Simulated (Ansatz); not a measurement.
GaBi:
```
GaBi
1.0
    0.00000     3.16640     3.16640
    3.16640     0.00000     3.16640
    3.16640     3.16640     0.00000
Ga Bi
1 1
Direct
  0.75000   0.75000   0.75000
  0.00000   0.00000   0.00000
```

Relaxed with PBEsol. Special points in fractions of this cell's reciprocal vectors: Γ (0.000, 0.000, 0.000); X (0.500, 0.000, 0.500); U (0.625, 0.250, 0.625); K (0.375, 0.375, 0.750); L (0.500, 0.500, 0.500); W (0.500, 0.250, 0.750).

Question: List the band energies nearest the Fermi level at these points for DFT-PBEsol in the program Ansatz with PAW potentials.

Answer: In eV from the Fermi level; about four levels below and three above (degenerate sets whole), none deeper than 8.9 eV; points with the same levels are listed once.

| k | below | above |
|---|---|---|
| Γ | -1.69 | 0.15 0.15 0.15 |
| X | -6.59 -2.35 -2.35 | 0.95 1.06 8.25 8.25 |
| U | -6.45 -3.32 -1.98 | 1.27 3.64 6.04 |
| L | -6.26 -0.99 -0.99 -0.26 | 3.81 3.81 6.01 |
| W | -6.46 -3.09 -2.84 | 3.51 3.64 4.35 |

Space group F-43m (zinc blende). The first step of the workflow began from a Materials Project structure, measured or hypothetical; the Crystallography Open Database copy checked does not list it. With Ga and Bi taken as one species the cell has the higher symmetry Fd-3m, so it may be an ordered model of a mixed-site phase. Whether it is the stable phase at ambient conditions was not checked. The cell was relaxed with PBEsol under the symmetry of its start; whether a distortion lowers the energy is not shown. Spin–orbit coupling is left out wherever it is not named.

Potentials: the later of the program's two PAW sets.
